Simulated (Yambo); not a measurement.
BSE-type run in Yambo on ZnS (zinc blende, space group F-43m, No. 216) under isotropic strain of -1.5 % on all lattice vectors, at zero momentum.

Quantum ESPRESSO step (PBEsol, PseudoDojo standard norm-conserving files, scalar-relativistic):
```
&CONTROL
  calculation = 'nscf'
  pseudo_dir = './pseudo'
  outdir = './out'
/
&SYSTEM
  ibrav = 0
  nat = 2
  ntyp = 2
  ecutwfc = 84.0
  ecutrho = 336.0
  occupations = 'fixed'
  force_symmorphic = .true.
  nbnd = 31
/
&ELECTRONS
  conv_thr = 2e-09
  diago_full_acc = .true.
  diago_thr_init = 1e-08
/
ATOMIC_SPECIES
S 32.0600 S.upf
Zn 65.3800 Zn.upf
CELL_PARAMETERS angstrom
  0.000000000000   2.637618567013   2.637618567013
  2.637618567013   0.000000000000   2.637618567013
  2.637618567013   2.637618567013   0.000000000000
ATOMIC_POSITIONS crystal
S   0.749999787868   0.749999787868   0.749999787868
Zn   0.999999787868   0.999999787868   0.999999787868
K_POINTS automatic
10 10 10 0 0 0
```

Yambo input:
```
rim_cut
optics
bse
bss
dipoles
em1s
RandQpts= 1000000
RandGvec= 1 Ry
FFTGvecs= 40 Ry
Chimod= "HARTREE"
BSKmod= "SEX"
BSEmod= "resonant"
BSSmod= "hs"
BSENGexx= 15 Ry
BSENGBlk= 4 Ry
% KfnQP_E
 1.346 | 1.0 | 1.0 |
%
% BSEQptR
 1 | 1 |
%
% BSEBands
 11 | 14 |
%
% BEnRange
 0.0 | 8.6 | eV
%
% BDmRange
 0.15 | 0.15 | eV
%
BEnSteps= 172
% BLongDir
 1.0 | 0.0 | 0.0 |
%
BSHayTrs= -0.02
BSSNEig= 24
WRbsWF
% BndsRnXs
 5 | 27 |
%
NGsBlkXs= 4 Ry
% LongDrXs
 1.0 | 1.0 | 1.0 |
%
```

From the report:

The dimension is k points × valence × conduction bands = 1000 × 3 × 1 = 3000.
```
   [SLEPC] Approach                          : Krylov-Schur
   [SLEPC] Number of requested eigenvalues   :  24
   [SLEPC] Number of eigenvalues        [NEV]:  24
    [K] Dimension                                    :  3000
    [K] Bands                                        :  11  14
    [K] Exchange res                                 : yes
    [K] Correlation res                              : yes
    [K] W interaction is bare                        : no
    [K] RL vectors exchange                          :  283
    [K] RL vectors correlation                       :   51
    [W] Matrix size                                  :   51
    [W] Bands                                        :   5  27
    [W] Coulomb Cutoff                               : none
    [W] Hxc Kernel                                   : HARTREE
```

Geometry strained from the cell relaxed with PBEsol, atoms relaxed again.
